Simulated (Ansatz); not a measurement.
AlN (wurtzite)

```yaml
crystal:
  lattice:
    - [3.10670, 0.00000, 0.00000]
    - [-1.55335, 2.69048, 0.00000]
    - [0.00000, 0.00000, 4.97846]
  atoms:
    - { symbol: Al, position: [0.33333, 0.66667, 0.99659] }
    - { symbol: Al, position: [0.66667, 0.33333, 0.49659] }
    - { symbol: N, position: [0.33333, 0.66667, 0.37821] }
    - { symbol: N, position: [0.66667, 0.33333, 0.87821] }
```

In this cell atom 4 (N, nearest neighbour Al at 1.888 Å; its periodic images, 3.1 Å or more away, move with it) is moved by s along Cartesian x, unit vector (1.000, 0.000, 0.000); all other atoms and the cell stay fixed.

Calculation: r2SCAN (plane waves to 500 eV, PAW, scalar-relativistic; Ansatz, a quantum-chemistry and plane-wave program). k mesh 10×10×6 (Γ-centred), Fermi-Dirac smearing 0.05 eV. The energy includes the smearing's −TS. AlN was relaxed with its symmetry unable to fall. ΔE is measured from the undisplaced structure.

Estimate the ΔE (meV/cell) for s (Å) = -0.152, -0.076, -0.038, 0.038, 0.076, 0.114, 0.152, 0.190.


```
s (Å)   ΔE (meV/cell)
------  -------------
-0.152            192
-0.076             47
-0.038             12
0.038              12
0.076              47
0.114             107
0.152             192
0.190             304
```

(A displaced cell: forces are minus the slopes of the energy, force constants its curvatures, and phonons follow from these.)
